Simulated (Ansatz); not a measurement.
Relaxation of a relaxed TiC cell displaced along its unstable phonon at q = (½, ½, 0) of its primitive reciprocal cell (170i cm⁻¹), largest move 0.15 Å; 8 atoms in the cell, which starts as C2/m (No. 12), mS16; a = 10.7660 Å, b = 5.8024 Å, c = 2.7911 Å, α = β = γ = 90.00°. The numbers are results of PBE (plane waves to 420 eV, PAW, scalar-relativistic; Ansatz, a quantum-chemistry and plane-wave program), not measurements. Γ-centred k-mesh 11×11×12 on the run's cell (coarser than for final values), Fermi–Dirac smearing 0.05 eV. This is the first round of the run. 

The optimiser's lines from the output (shortened; P is positive under compression):

```
relax step   1: F+E_penalty+E_count = -11002.70566892 eV  Δ(F+E_penalty+E_count) = +0.000e0 eV  max|allowed force component| = 1.545e-1 eV/Å  Δτ_max = 0.0000 Å  P = -0.201 GPa  Ω = 87.179 Å³  (9 SCF iters, dr2 threshold 1.00e-7 eV, accepted)
relax step   2: F+E_penalty+E_count = -11002.72102009 eV  Δ(F+E_penalty+E_count) = -1.535e-2 eV  max|allowed force component| = 2.258e-1 eV/Å  Δτ_max = 0.0297 Å  P = -0.162 GPa  Ω = 87.419 Å³  (6 SCF iters, dr2 threshold 8.00e-7 eV, accepted)
relax step   3: F+E_penalty+E_count = -11002.83457505 eV  Δ(F+E_penalty+E_count) = -1.136e-1 eV  max|allowed force component| = 6.031e-1 eV/Å  Δτ_max = 0.1951 Å  P = -0.602 GPa  Ω = 88.652 Å³  (7 SCF iters, dr2 threshold 8.00e-7 eV, accepted)
relax step   4: F+E_penalty+E_count = -11002.87611695 eV  Δ(F+E_penalty+E_count) = -4.154e-2 eV  max|allowed force component| = 9.545e-1 eV/Å  Δτ_max = 0.1931 Å  P = -1.951 GPa  Ω = 89.441 Å³  (7 SCF iters, dr2 threshold 8.00e-7 eV, accepted)
relax step   5: F+E_penalty+E_count = -11003.53054548 eV  Δ(F+E_penalty+E_count) = -6.544e-1 eV  max|allowed force component| = 6.044e-1 eV/Å  Δτ_max = 0.2000 Å  P = -2.422 GPa  Ω = 88.671 Å³  (7 SCF iters, dr2 threshold 8.00e-7 eV, accepted)
relax step   6: F+E_penalty+E_count = -11003.80329479 eV  Δ(F+E_penalty+E_count) = -2.727e-1 eV  max|allowed force component| = 2.879e-1 eV/Å  Δτ_max = 0.0932 Å  P = +1.041 GPa  Ω = 88.508 Å³  (7 SCF iters, dr2 threshold 8.00e-7 eV, accepted)
relax step   7: F+E_penalty+E_count = -11003.74932590 eV  Δ(F+E_penalty+E_count) = +5.397e-2 eV  max|allowed force component| = 4.751e-1 eV/Å  Δτ_max = 0.1285 Å  P = +0.323 GPa  Ω = 88.840 Å³  (7 SCF iters, dr2 threshold 8.00e-7 eV, rejected (line search))
relax step   8: F+E_penalty+E_count = -11003.82311598 eV  Δ(F+E_penalty+E_count) = -1.982e-2 eV  max|allowed force component| = 9.341e-2 eV/Å  Δτ_max = 0.0425 Å  P = -0.981 GPa  Ω = 90.103 Å³  (11 SCF iters, accepted)
relax step   9: F+E_penalty+E_count = -11003.82613281 eV  Δ(F+E_penalty+E_count) = -3.017e-3 eV  max|allowed force component| = 9.798e-2 eV/Å  Δτ_max = 0.0244 Å  P = +0.777 GPa  Ω = 89.088 Å³  (6 SCF iters, dr2 threshold 8.00e-7 eV, accepted)
relax step  10: F+E_penalty+E_count = -11003.83260650 eV  Δ(F+E_penalty+E_count) = -6.474e-3 eV  max|allowed force component| = 1.019e-2 eV/Å  Δτ_max = 0.0095 Å  P = -0.013 GPa  Ω = 89.405 Å³  (6 SCF iters, dr2 threshold 8.00e-7 eV, accepted)
relax step  11: F+E_penalty+E_count = -11003.83263929 eV  Δ(F+E_penalty+E_count) = -3.279e-5 eV  max|allowed force component| = 2.205e-3 eV/Å  Δτ_max = 0.0019 Å  P = -0.003 GPa  Ω = 89.401 Å³  (6 SCF iters, dr2 threshold 1.16e-8 eV, accepted)
relax step  12: F+E_penalty+E_count = -11003.84447487 eV  Δ(F+E_penalty+E_count) = -1.184e-2 eV  max|allowed force component| = 3.629e-3 eV/Å  Δτ_max = 0.0000 Å  P = +0.145 GPa  Ω = 89.401 Å³  stress off target by 4.52e-1 GPa  SCF on the basis re-selected at this cell (its energy is not comparable with the rows above)  (7 SCF iters)
relax step  13: F+E_penalty+E_count = -11003.84459326 eV  Δ(F+E_penalty+E_count) = -1.184e-4 eV  max|allowed force component| = 2.300e-3 eV/Å  Δτ_max = 0.0018 Å  P = +0.014 GPa  Ω = 89.530 Å³  (6 SCF iters, dr2 threshold 5.10e-7 eV, accepted)
relax step  14: F+E_penalty+E_count = -11003.84458284 eV  Δ(F+E_penalty+E_count) = +1.042e-5 eV  max|allowed force component| = 1.209e-4 eV/Å  Δτ_max = 0.0002 Å  P = -0.001 GPa  Ω = 89.542 Å³  (6 SCF iters, dr2 threshold 2.23e-9 eV, accepted)
relax step  15: F+E_penalty+E_count = -11003.84472593 eV  Δ(F+E_penalty+E_count) = -1.431e-4 eV  max|allowed force component| = 1.174e-4 eV/Å  Δτ_max = 0.0000 Å  P = -0.001 GPa  Ω = 89.542 Å³  stress off target by 5.41e-3 GPa  SCF on the basis re-selected at this cell (its energy is not comparable with the rows above)  (8 SCF iters)
```

From the first to the last row the energy changes by -0.14 eV/atom and the volume by +2.7 %. The last row is marked as not comparable with the walk above it, whose basis was carried along; it does compare with step 1, since both stand on a basis selected at the nominal cutoff for their own cell.

Step 7 was rejected by the optimiser.

Later rounds, restarted from the end of this one on a renewed k-mesh, logged 2 more steps and released under 0.01 eV/atom more. The final structure after all rounds: C2/m (No. 12), mS16; a = 10.273 Å, b = 5.653 Å, c = 3.084 Å, α = γ = 90.00°, β = 90.73°. Between re-selections the logged energies stand on a plane-wave basis carried along with the cell. No spin polarisation in the result.

The run could not lose the symmetry of its start: the end is stationary, and may be a saddle point rather than a minimum.

The relaxed structure here is a generated cell of TiC: the first start was made by placing the elements on the sites of a structure type, and the end was not matched to a known phase here, so it may be hypothetical. Known forms of TiC include space group No. 225.
